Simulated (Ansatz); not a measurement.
# Relaxing a structure of Y

The start is a generated trial cell of Y in the hcp structure type. The structure is fully relaxed (lattice and positions, P = 0) with PBEsol (plane waves to 420 eV, PAW, scalar-relativistic; Ansatz, an electronic-structure program). First-step values are on the input's coarse k-mesh.

Ansatz input (later rounds restart from its end on a renewed k-mesh):
Ansatz 0.2 input:
```yaml
crystal:
  lattice:
    - [3.6500001, 0, 0]
    - [-1.8250001, 3.1609928, 0]
    - [0, 0, 5.73415]
  atoms:
    - { symbol: Y, position: [0.33333333, 0.66666667, 0.75] }
    - { symbol: Y, position: [0.66666667, 0.33333333, 0.25] }
basis: { ecutwfc: 420, ecutrho_ratio: 4, xc_grid: 2, fft_grid_basis: typed }
kpoints: { mp_grid: { grid: [10, 10, 6] } }
hamiltonian:
  xc: pbesol
  dispersion: none
  pseudopotentials: { kind: paw }
scf: { occupations: { method: fermi_dirac, width: 0.05 } }
relax: { f_tol: 0.01, max_steps: 100, cell: { stress_tol: 0.02 } }
output: { forces: true, stress: true }
```

Question: How large is the pressure on the unrelaxed cell, and of which sign?

Answer: -2.2 GPa (negative: the cell is under tension).

Question: By how much does the energy per atom fall from start to end?

Answer: 0.01 eV/atom.

Question: How does the volume per atom move from start to end?

Answer: -5.2 %, from 33.08 to 31.34 Å³/atom.

Question: How do the shortest distances between atoms change?

Answer: The closest pairs of elements (up to four, under 3.6 Å), start → end: Y–Y 3.56 → 3.48 Å.

Question: Is the relaxed structure metallic? Give its gap.

Answer: No gap (metallic).

Question: What does it relax into? Give the structure.

Answer: 
Space group P6₃/mmc (No. 194); a = 3.5994 Å, b = 3.5994 Å, c = 5.5871 Å, α = 90.00°, β = 90.00°, γ = 120.00°

```json
[
 {"atom": "Y", "site": "2d", "symmetry": "-6m2", "x": "0.6667", "y": "0.3333", "z": "0.2500"}
]
```

The space group stays P6₃/mmc (No. 194) (the run could not lower it); the end is hcp (Mg type), with 2 atoms in the primitive cell. Final values are on a 15×15×9 k-mesh of the relaxed cell. No spin polarisation in the result.

The run could not lose the symmetry of its start.

All atoms sit on sites fixed by symmetry, so only the cell could relax.
